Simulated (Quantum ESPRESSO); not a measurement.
# Planted mistakes on one cell of Nb2ZrO6F2

Calculated results; nothing here was measured. They come from pw.x of Quantum ESPRESSO 7.5, a plane-wave density functional program, with PseudoDojo standard norm-conserving files (v0.5 for PBE, v0.4.1 for LDA and PBEsol). The cells are made up: elements, strain and atom displacements were drawn at random, and nothing was relaxed. There is no spin polarisation, spin-orbit coupling or dispersion term.

The cell has 12 sites of a fluorite lattice. Sites 1 to 4 hold Nb empty Zr Nb; sites 5 to 12 hold O F F O O O O O. Cell vectors in Å: (4.956, 0.090, 0.033); (0.090, 5.021, -0.018); (0.033, -0.018, 5.080). Settings: PBE, cutoff 1143 eV, 5 x 4 x 4 k mesh shifted by half a step, Fermi-Dirac smearing of 0.025 eV.

The intended run has a self-consistency threshold of 1e-07 eV, a smearing term of 0.000 eV, a pressure of -5.83 GPa and 18 iterations. Each further run changes one thing: cutoff 584 eV; k mesh 1 x 1 x 1; one electron added; smearing 0.44 eV; threshold 0.08 eV. A coarse mesh keeps the shift, and a charged cell sits in a uniform background.

```
run,change of free energy (eV),smearing term -TS (eV),change of P (GPa),largest change of a force component (eV/Å),iterations
A,0.056,0.000,1.90,0.125,9
B,19.271,0.000,-90.14,0.191,18
C,-2.351,0.000,-3.65,1.020,18
D,11.570,-0.026,23.21,0.816,19
E,-0.452,-1.445,1.84,0.737,19
```

A rerun of the intended cell at 1467 eV and k mesh 7 x 6 x 6 moved values by no more than 0.003 eV in the cell's energy, 0.05 GPa in stress and 0.004 eV/Å in force.

Question: which change belongs to which run?

## Worked reading

Run A has the fewest iterations, as a run stopped early does. Run E has the largest smearing term, as wide smearing gives. Run B has a higher energy and the largest fall in pressure, as too small a basis gives. Energies from files of another functional, or of a charged cell, have another zero and say nothing on stability; the pressure of a charged cell rests on the program's zero of potential too.

## Key

| run | change |
| --- | --- |
| A | threshold 0.08 eV |
| B | cutoff 584 eV |
| C | k mesh 1 x 1 x 1 |
| D | one electron added |
| E | smearing 0.44 eV |